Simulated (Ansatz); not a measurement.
Values for one crystal, relaxed and computed with the program Ansatz at the PBE+D3(BJ) level (PAW); other levels are named.

```yaml
volume_per_atom: 10.52 Å³
electronic_character: metallic (no gap)
mechanical_stability: stable (all eigenvalues of C positive)
debye_temperature_from_the_elastic_constants: 515 K
hill_bulk_and_shear_moduli: 219 and 107 GPa
Pressure derivative B′: 5.1
Density of states at the Fermi level: 1.6 states/eV per atom (mean over ±0.08 eV)
```

Which compound is it?
A) Ba, bcc (W type)
B) Ni, fcc (Cu type)
C) Ir, fcc (Cu type)
D) Pb, fcc (Cu type)

B, Ni, fcc (Cu type)

Space group Fm-3m (fcc (Cu type)). The PBE+D3(BJ) relaxation kept the symmetry of its start. The final state is ferromagnetic, chosen from 3 collinear starts compared on coarse meshes (ties went to the first, and starts can fall back to one state), not a proven ground state. Textbook magnetic order: ferromagnetic. The pairwise dispersion correction was not fitted to metals. As this level gives no gap, shear constants depend on the k-mesh and smearing (Fermi–Dirac, 0.1 eV here). On the denser mesh and wider smearing of the elastic run this cell carries a stress of 0.3 GPa.

Potentials: the later of the program's two PAW sets.
